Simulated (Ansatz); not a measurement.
Pt (fcc (Cu type), Fm-3m) under volume change, DFT-LDA in the program Ansatz with PAW potentials, scaled uniformly.

```json
[
 {"V (Å³/atom)": "13.430", "E − E(relaxed) (meV/atom)": "139.7", "P (GPa)": "37.17"},
 {"V (Å³/atom)": "13.873", "E − E(relaxed) (meV/atom)": "58.0", "P (GPa)": "22.39"},
 {"V (Å³/atom)": "14.316", "E − E(relaxed) (meV/atom)": "13.6", "P (GPa)": "10.15"},
 {"V (Å³/atom)": "14.758", "E − E(relaxed) (meV/atom)": "0.0", "P (GPa)": "0.00"},
 {"V (Å³/atom)": "15.201", "E − E(relaxed) (meV/atom)": "12.0", "P (GPa)": "-8.39"},
 {"V (Å³/atom)": "15.644", "E − E(relaxed) (meV/atom)": "45.0", "P (GPa)": "-15.31"},
 {"V (Å³/atom)": "16.087", "E − E(relaxed) (meV/atom)": "95.4", "P (GPa)": "-21.00"}
]
```

Task: What does a third-order Birch–Murnaghan fit give for V₀, B₀ and B′?

Result: V₀ = 14.76 Å³/atom, B₀ = 307 GPa, B′ = 5.3.

The LDA relaxation kept the symmetry of its start. The run is not spin-polarised. Scalar-relativistic: spin–orbit coupling is off unless named, which matters more the heavier the elements.

Potentials: the later of the program's two PAW sets.
